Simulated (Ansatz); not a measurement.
Cr3NiB:
```
Cr3NiB
1.0
    3.79543     0.00000     0.00000
    0.00000     3.79543     0.00000
    0.00000     0.00000     3.79543
Cr Ni B
3 1 1
Direct
  0.50000   0.50000   0.00000
  0.00000   0.50000   0.50000
  0.50000   0.00000   0.50000
  0.00000   0.00000   0.00000
  0.50000   0.50000   0.50000
```

Relaxed with PBEsol. Special points in fractions of this cell's reciprocal vectors: Γ (0.000, 0.000, 0.000); X (0.000, 0.500, 0.000); M (0.500, 0.500, 0.000); R (0.500, 0.500, 0.500).

### Question
List the band energies nearest the Fermi level at these points for DFT-PBEsol in the program Ansatz with PAW potentials.

### Answer
In eV from the Fermi level; about four levels below and three above (degenerate sets whole), none deeper than 8.9 eV; points with the same levels are listed once.

```csv
k,below,above
Γ,-0.56 -0.56 -0.56 -0.14 -0.14,0.83 0.83 1.09 1.09 1.09
X,-1.26 -1.15 -1.15 -0.11,0.27 0.47 0.47
M,-0.54 -0.54 -0.25 -0.25,0.29 0.71 0.95
R,-1.65 -1.65 -0.69 -0.69 -0.69,0.02 0.02 0.02
```

Space group Pm-3m (anti-perovskite). The start of the workflow was typed in or built on a structure type; neither database checked (COD, Materials Project) lists it. Its standing as an ambient phase is unchecked. The cell was relaxed with PBEsol under the symmetry of its start; whether a distortion lowers the energy is not shown. The workflow began spin-polarised and lost its moments. The volume moved by -26 % from the start of the relaxation. Its formation energy is positive at this level, so the cell may be metastable or incomplete.

Potentials: the earlier of the program's two PAW sets. The files were generated under PBE; for other functionals the program regenerates the frozen cores, and for LDA and PBEsol the local potential too.
